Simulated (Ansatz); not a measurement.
**CuPd under pressure**

Method: DFT LDA, scalar-relativistic, plane waves, PAW in Ansatz. Plane waves to 420 eV; Γ-centred k mesh 14×14×14; Fermi-Dirac smearing of 0.15 eV. No spin polarisation. Phonons by linear response, acoustic sum rule imposed.

The cell, relaxed at this level:
```
Cu Pd
1.0
     2.93044    0.00000    0.00000
     0.00000    2.93044    0.00000
     0.00000    0.00000    2.93044
Cu Pd
1 1
Direct
  0.00000 0.00000 0.00000
  0.50000 0.50000 0.50000
```

In a metal, frequencies and elastic constants depend on the k mesh and the smearing, soft modes and shear constants most.

The cell is relaxed again at 8 and 25 GPa. How do volume, gap and optical modes at Γ (cm⁻¹, counted from the lowest optical one; a degenerate one stands once) change?

## Answers

```
          0 GPa  8 GPa  25 GPa
    V/V0  1.000  0.965   0.909
gap (eV)   0.00   0.00    0.00
  mode 1    232    250     282
```